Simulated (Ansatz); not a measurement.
A plane-wave DFT run in Ansatz 0.2.0 (scalar-relativistic PAW potentials unless the input names others): input and command.

```yaml
crystal:
  lattice:
    - [0.0, 2.72185119, 2.72185119]
    - [2.72185119, 0.0, 2.72185119]
    - [2.72185119, 2.72185119, 0.0]
  atoms:
    - { symbol: Si, position: [0.75, 0.75, 0.75] }
    - { symbol: Si, position: [0.5, 0.5, 0.5] }
basis:
  ecutwfc: 500
kpoints:
  mp_grid: { grid: [8, 8, 8] }
hamiltonian:
  xc: r2scan
scf:
  occupations: { method: fixed }
  max_iter: 50
output:
  forces: true
  eigenvalues: true
  stress: true
```

```bash
ansatz run input.yaml --threads 8 --pin off --max-ram 20480MiB --backend cpu --events-out ev --progress --plain --runs-dir out
```

Abridged log:
```
Pseudopotentials: kind: paw
Pseudopotential: Si, paw, valence charge 4, recommended cutoff 500 eV (meta_gga)
Functional definition: r2SCAN
Crystal: 2 atoms, lattice volume = 40.330 Å³
Basis set: ecut = 500 eV, 965 PW (Γ), exchange–correlation on 120×120×120 points (64 copies of the dense FFT grid, shifted against one another)
Bands: 8, of which v1, the nominal top of the filled ones, is band 4 counted from 1 (3 counted from 0)
Symmetry: 48 space group operations
Space group: Fd-3m (ITA 227), of the structure as read, at distance tolerance 3.4e-5 Å
k-points: 29 of 512
Initial density: superposition of atomic densities (neutral atoms: chi_scale 0, normalization atom), corrected by the library's trained network
Initial wavefunctions: pseudopotential atomic-orbital guess
Functional: x = r2scan, c = r2scan; τ floored in thin density (d = 2e-4 eV/Å³)
SCF iter   1: F=—  HF=-1278.114941 eV  |F-HF|=—  |Δ(HF+E_count)|=         —  Δρ=3.14e-3  dr2=3.05e-3  dr2_τ=1.22e-2  ethr=1.77e-3  ⟨swp⟩=4.2  Hψ=1685  notcnv=0  defer=45
SCF iter   2: F=—  HF=-1278.130106 eV  |F-HF|=—  |Δ(HF+E_count)|=   1.52e-2  Δρ=1.84e-3  dr2=9.21e-4  dr2_τ=4.75e-6  ethr=3.81e-5  ⟨swp⟩=2.0  Hψ=643  notcnv=0  defer=51
SCF iter   3: F=—  HF=-1278.130067 eV  |F-HF|=—  |Δ(HF+E_count)|=   3.98e-5  Δρ=2.24e-4  dr2=1.24e-5  dr2_τ=5.62e-7  ethr=1.15e-5  ⟨swp⟩=3.0  Hψ=363  notcnv=0  defer=52
SCF iter   4: F=—  HF=-1278.130075 eV  |F-HF|=—  |Δ(HF+E_count)|=   8.72e-6  Δρ=4.42e-5  dr2=2.81e-7  dr2_τ=4.92e-9  ethr=1.55e-7  ⟨swp⟩=2.2  Hψ=348  notcnv=0  defer=28
SCF iter   5: F=-1278.130076 eV  HF=-1278.130076 eV  |F-HF|=1.37e-8  |Δ(HF+E_count)|=   6.44e-7  Δρ=9.47e-6  dr2=1.87e-8  dr2_τ=1.65e-10  ethr=3.51e-9  ⟨swp⟩=2.0  Hψ=348  notcnv=0  defer=28
SCF iter   6: F=-1278.130076 eV  HF=-1278.130076 eV  |F-HF|=1.43e-10  |Δ(HF+E_count)|=   1.55e-8  Δρ=1.07e-6  dr2=2.37e-10  dr2_τ=1.28e-12  ethr=2.34e-10  ⟨swp⟩=5.2  Hψ=1542  notcnv=0
SCF 1 converged in 6 iterations: F = -1278.130076 eV  dr2 = 2.37e-10
SCF converged after 6 iterations
Free energy (F): -1278.130076 eV
Harris-Foulkes:  -1278.130076 eV  (|F-HF|=1.43e-10)
Internal energy: -1278.130076 eV  (E = F + TS)
E sigma→0 (E₀):  -1278.130076 eV
Fermi energy:    6.080275 eV
--- Forces (eV/Å), atoms counted from 1 ---
  atom   1  Si     0.00000000     0.00000000     0.00000000
  atom   2  Si     0.00000000     0.00000000     0.00000000
--- Stress (GPa, compression-positive) ---
        0.035346       0.000000       0.000000
        0.000000       0.035346       0.000000
        0.000000       0.000000       0.035346
  P = ⅓ Tr σ = 0.0353 GPa (0.353 kbar)
```

One setting here is unusual or wrong in general: fixed occupations typed without regard to the gap (scf.occupations: {"method": "gaussian", "width": 0.02} → {"method": "fixed"}). For this cell it did little harm to the result: the run converged in 6 SCF iterations with an energy at zero smearing within 0.01 meV/atom of the reference's, pressure 0.04 GPa, largest force 0.000 eV/Å, gap on the mesh 0.81 eV. A reference run on usual settings, whose relaxation ended at this geometry, converged, and the end of its own relaxation has pressure 0.04 GPa, largest force 0.000 eV/Å, gap on the mesh 0.81 eV.

The run took 0.62 s on 8 threads of Intel(R) Xeon(R) Platinum 8259CL CPU @ 2.50GHz (Skylake/Cascade Lake) (shared host), peak memory 0.47 GiB.